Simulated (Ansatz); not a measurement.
**Profile along the Os–Os line in Os (hcp, Mg type)**

Os (hcp, Mg type)

Space group P6₃/mmc (No. 194); a = 2.7549 Å, b = 2.7549 Å, c = 4.3443 Å, α = 90.00°, β = 90.00°, γ = 120.00°

```tsv
atom	site	symmetry	x	y	z
Os	2d	-6m2	0.6667	0.3333	0.2500
```

Fields along a shortest Os–Os line of a (1 -1 0 0) plane (2.75 Å), from Os to Os, interpolated on the slice's grid (step about 0.2 Å). Calculation: PBE (plane waves to 420 eV, PAW, scalar-relativistic; Ansatz, a quantum-chemistry and plane-wave program). k mesh 19×19×11. Inside the PAW spheres the values are not all-electron values, and peaks at nuclei hang on which shells count as valence. Os is run without spin polarisation. Os was relaxed with its symmetry unable to fall. Spin-orbit coupling is left out, though Os is heavy.

```tsv
distance from Os (Å)	valence electron density (e/Å³)	electron localisation function
0.00	7.77	x
0.14	7.90	x
0.28	7.85	x
0.41	6.96	x
0.55	5.15	0.69
0.69	3.15	0.61
0.83	1.64	0.46
0.96	0.89	0.32
1.10	0.59	0.29
1.24	0.47	0.35
1.38	0.43	0.37
1.51	0.47	0.35
1.65	0.59	0.29
1.79	0.89	0.32
1.93	1.64	0.46
2.06	3.15	0.61
2.20	5.15	0.69
2.34	6.96	x
2.48	7.85	x
2.61	7.90	x
2.75	7.77	x
```

x: too close to a nucleus for the ELF to mean much.

Density on the Os–Os line (2.75 Å) at its midpoint: 0.43 e/Å³. ELF at that point: 0.4.
